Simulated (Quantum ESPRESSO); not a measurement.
CdTe (zinc blende, space group F-43m, No. 216) has a direct gap of 0.65 eV with PBEsol (pw.x of Quantum ESPRESSO, ONCV potentials, without SOC). After an isotropic strain (on all lattice vectors, atoms relaxed) the gap is direct, 0.78 eV.

### Question
Which strain was applied?
(A) -0.7 %
(B) +1 %
(C) +2 %
(D) -1.5 %
(E) -3 %

### Answer
D, -1.5 %. Gaps found: -3 %: 0.92 eV (direct); -1.5 %: 0.78 eV (direct); -0.7 %: 0.71 eV (direct); 0 %: 0.65 eV (direct); 1 %: 0.56 eV (direct); 2 %: 0.48 eV (direct).
